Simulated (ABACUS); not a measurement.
Consider a self-consistent single point of GePt2 (P-62m, 18 atoms in the cell; from Materials Project mp-20061).

```
GePt2
1.0
    6.74399     0.00000     0.00000
    0.00000    11.68093     0.00000
    0.00000     0.00000     3.54096
Ge Pt
6 12
Cartesian
  3.37200   1.94683   0.00000
  0.00000   3.89364   0.00000
  0.00000   0.00000   1.77048
  0.00000   7.78729   0.00000
  3.37200   9.73411   0.00000
  3.37200   5.84047   1.77048
  4.19345   0.00000   1.77048
  1.27528   2.20884   1.77048
  4.64727   3.63163   1.77048
  5.78946   1.65330   0.00000
  1.90906   0.00000   0.00000
  2.41746   4.18717   0.00000
  0.82145   5.84047   1.77048
  4.64727   8.04931   1.77048
  1.27528   9.47209   1.77048
  2.41746   7.49376   0.00000
  5.28106   5.84047   0.00000
  5.78946  10.02764   0.00000
```

Level of theory: LDA (Perdew-Zunger), numerical atomic orbitals DZP (confined pseudo-atomic orbitals; energy shift 0.01 Ry), PseudoDojo 0.4 standard norm-conserving LDA (tails mended) pseudopotentials run with ABACUS.

ABACUS settings:

- basis: DZP numerical atomic orbitals, energy shift 0.01 Ry
- KPT: Gamma 5 3 10 0.5 0.5 0.5
- basis_type: lcao
- dft_functional: PZ
- ecutwfc: 100 Ry
- smearing_method: gaussian
- smearing_sigma: 0.0199916 Ry
- potentials: PseudoDojo 0.4 standard norm-conserving LDA (tails mended)
- symmetry: 1
- symmetry_prec: 1e-05
- ks_solver: genelpa
- scf_nmax: 100
- scf_thr: 1.0e-06
- mixing_type: pulay

Results:

```
Property                                                   Value
------------------------------------------------  --------------
Number of valence electrons                                  300
Number of bands                                              181
Number of k-points after the program's reduction              30
Size of the basis                                            336
Number of SCF iterations                                      11
Free energy E − TS                                -57225.8491 eV
Fermi level (on the code's own zero)                    20.13 eV
```

The atom-centred basis is finite, which shifts total energies against plane waves. Forces and stress are left out: the polarisation orbitals used for some of these elements are too diffuse to give them reliably, and gaps can carry the same lack. The structure comes from a collection of computed structures, made at another level of theory; the collection holds predicted forms beside known ones.

Cost on one core: roughly 110 core-seconds.

The atomic orbitals were generated for these runs; they are not ABACUS's published sets and were checked against plane waves on a few crystals only.

“Tails mended”: in these copies of the files the far tail of each local potential was reset to the Coulomb form.
